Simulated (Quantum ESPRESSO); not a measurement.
Strain and stress in Al4Cu2RuTi

Calculated results; nothing here was measured. They come from Quantum ESPRESSO 7.5, a public plane-wave density functional program. Each row is one single-point run on a made-up periodic cell of eight metal atoms, with elements, volume, strain and displacements drawn at random and not relaxed, so a cell may be unstable or far from any real phase. There is no spin polarisation or spin-orbit coupling.

Settings: PBE unless stated; PseudoDojo standard norm-conserving files; Fermi-Dirac width 0.25 eV, which means electrons at about 2900 K; cutoff 1252 eV; 5 x 5 x 4 k mesh shifted half a step off Gamma. E is the free energy of the whole cell (internal energy minus TS), so a -TS column is already part of it. Stress is positive in tension, and the pressure P is minus a third of its trace.

Checks: one run of this series was repeated at a higher cutoff and on a denser mesh, which moved values by no more than 0.016 eV, 0.14 GPa and 0.012 eV/Å, and a second program with other atomic files agreed on it to 2 % rms in force and 0.5 GPa in pressure. Known limits: the copper pseudopotential is less sure than most, with forces differing by about three percent and pressure by about two GPa from a second method on plain copper; a spin test at this wide smearing found no moment, but such smearing suppresses magnetism that the real alloy may have.

The lattice is hexagonal close-packed, and the cell vectors in Å are (-0.032, 0.002, -4.565); (-0.054, 4.810, -0.002); (5.615, -0.062, 0.039), a volume of 123.28 Å³ in run 3. The elements on sites 1 to 8 are Ti Ru Cu Al Al Al Al Cu. Each run adds the same stretch e along x and y to one drawn cell, with the atoms carried along. E is counted from run 3.

```
run  e (%)  s_xx (GPa)  s_yy (GPa)  s_zz (GPa)  s_xy (GPa)  P (GPa)  E (meV)
  1  -1.24        5.71        2.02        6.71       -0.22    -4.81   -105.7
  2  -0.65        7.01        3.72        7.52       -0.19    -6.08    -64.3
  3   0.03        8.41        5.54        8.42       -0.16    -7.46      0.0
  4   0.62           ?           ?           ?           ?        ?        ?
  5   1.63       11.26        9.22       10.34       -0.08   -10.27    214.9
  6   1.88       11.64        9.71       10.62       -0.06   -10.66    255.7
  7   2.49       12.53       10.85       11.25       -0.03   -11.54    363.1
```

## Worked fit

A parabola through the runs shown gives s_xx = 8.35 + 1.980 e - 0.121 e² GPa with e in per cent, an error of 0.002 on the linear term and a scatter of 0.00 GPa. The atoms are clamped and the cell is already under stress, so the slope belongs to this path and is not an elastic constant of a real alloy.

## Withheld run

Question: what s_xx should run 4 give?

The fit gives 9.53 ± 0.01 GPa. The calculation gave 9.52 GPa.
